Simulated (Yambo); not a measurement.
Material: a free-standing SnO monolayer (symmetry P4/nmm, slab cell 15.3 Å high) under biaxial strain of -1.5 % in the plane; a = 3.7282 Å, b = 3.7282 Å, c = 15.3000 Å, α = 90.00°, β = 90.00°, γ = 90.00° (4 atoms in the cell). The PBEsol cell relaxed from Materials Project entry mp-2097 was given a biaxial strain of -1.5 % in the plane, and the atoms were relaxed again, with the Coulomb interaction truncated along z.

With norm-conserving PBE (stringent potentials; Quantum ESPRESSO, 102 Ry, without SOC), the gap between the mesh's edge points ((0.25, 0.25) → X) is 3.204 eV.

### Question
By how much does one-shot G0W0 (Yambo; 4×4×1 Γ-centred k mesh, bands 9 to 158 and a 8 Ry block in the screening, 158 bands in G with the Bruneval-Gonze terminator, plasmon pole fitted at 27.2 eV, slab-truncated Coulomb interaction, stochastic integration of W near q = 0) open this gap, and what gap results?

### Answer
The correction is 1.853 eV, giving 5.057 eV, 1.6 times the PBE value. The mesh misses a band edge: along a dense path the PBE gap is 3.10 eV against 3.20 eV on the mesh. Convergence of the G0W0 settings was not tested. Spin-orbit splittings are left out.

This is a model layer cut from the bulk structure; whether it is stable on its own was not checked.
